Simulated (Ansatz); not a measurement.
Values for one crystal, relaxed and computed with the program Ansatz at the PBEsol level (PAW); other levels are named.

- Volume per atom: 10.39 Å³
- Electronic character: metallic (no gap)
- Elastic constants (relaxed ions, GPa): C11 = 441, C12 = 168, C44 = 89.4
- Poisson's ratio: 0.32
- Young's modulus: 280 GPa
- Hill bulk and shear moduli: 259 and 106 GPa
- Mechanical stability: stable (all eigenvalues of C positive)

**Question.** Which compound is it?
A) TaC, P-6m2 (Ta on 1a, C on 1d)
B) Co3IrC, anti-perovskite
C) SiMo2C, P6_3/mmc (Si on 2d, Mo on 4f, C on 2a)
D) CoNiN2, R-3m (Co on 3b, Ni on 3a, N on 6c)

**Answer.** B, Co3IrC, anti-perovskite

Space group Pm-3m (anti-perovskite). The start of the workflow was typed in or built on a structure type; neither database checked (COD, Materials Project) lists it. Its standing as an ambient phase is unchecked. The PBEsol relaxation kept the symmetry of its start; its stability against distortions is not shown here. Magnetic state: ferromagnetic, chosen from 5 collinear starts compared on coarse meshes (ties went to the first, and starts can fall back to one state), not a proven ground state. Its formation energy is positive at this level, so the cell may be metastable or incomplete. As this level gives no gap, shear constants depend on the k-mesh and smearing (Fermi–Dirac, 0.1 eV here). Spin–orbit coupling is left out wherever it is not named.

Potentials: the earlier of the program's two PAW sets. The files were generated under PBE; for other functionals the program regenerates the frozen cores, and for LDA and PBEsol the local potential too.
